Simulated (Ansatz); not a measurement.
# Calculated N-14 nuclear quadrupole resonance for BaCINO

Cell: an entry of the Crystallography Open Database (COD), ions relaxed with PBE at fixed cell.

```cif
data_structure
_symmetry_space_group_name_H-M 'P 1'
_symmetry_Int_Tables_number 1
_cell_length_a 8.5452
_cell_length_b 4.7462
_cell_length_c 11.6013
_cell_angle_alpha 90.000
_cell_angle_beta 90.000
_cell_angle_gamma 90.000
_cell_volume 470.52
loop_
_atom_site_label
_atom_site_type_symbol
_atom_site_fract_x
_atom_site_fract_y
_atom_site_fract_z
_atom_site_occupancy
Ba1 Ba 0.76919 0.75000 0.65083 1
Ba2 Ba 0.73081 0.25000 0.15083 1
Ba3 Ba 0.26919 0.75000 0.84917 1
Ba4 Ba 0.23081 0.25000 0.34917 1
C5 C 0.61850 0.25000 0.45133 1
C6 C 0.88150 0.75000 0.95133 1
C7 C 0.11850 0.25000 0.04867 1
C8 C 0.38150 0.75000 0.54867 1
I9 I 0.09320 0.25000 0.64307 1
I10 I 0.40680 0.75000 0.14307 1
I11 I 0.59320 0.25000 0.85693 1
I12 I 0.90680 0.75000 0.35693 1
N13 N 0.32855 0.75000 0.45352 1
N14 N 0.17145 0.25000 0.95352 1
N15 N 0.82855 0.75000 0.04648 1
N16 N 0.67145 0.25000 0.54648 1
O17 O 0.43758 0.75000 0.64536 1
O18 O 0.06242 0.25000 0.14536 1
O19 O 0.93758 0.75000 0.85464 1
O20 O 0.56242 0.25000 0.35464 1
```

Atoms are numbered from 1 in the order listed; like atoms form one site, named after its first atom.

All values are calculated (Ansatz; DFT, PBE, plane waves and PAW, scalar-relativistic, 420 eV cutoff, Γ-centred 3×5×2 k-points, Fermi–Dirac smearing 0.02 eV), not measured.

N-14: I = 1, Q = 20.44 mb (year-2017 value). Static lattice, zero field.

(1) The simulated lines lie at 0.0310, 0.363, 0.394 MHz. What are |C_Q|, η and |V_zz| at N?

Answers

(1) For I = 1 the lines are ν± = (3/4)|C_Q|(1 ± η/3) and ν₀ = |C_Q|η/2. Here |C_Q| = 0.504 MHz, η = 0.12 and |V_zz| = 1.02 × 10²¹ V/m². The calculation gives V_zz negative; the lines don't show the sign. The site has 1 C at 1.19 Å; also 2 Ba at 2.79 Å.

At N V_zz points along its bond to C (within 6°).

The database positions were far from equilibrium, so the relaxed structure may not be the compound's real one.

The relaxation (8 steps) took 6.2 min of wall time (6.2 min of CPU time) and 1 GiB at its peak, on 1 thread of Arm Neoverse V1 (aarch64; 8 cores open to the job, memory cap 3.0 GiB, no GPU), a shared host with a load of 0.3 a core.
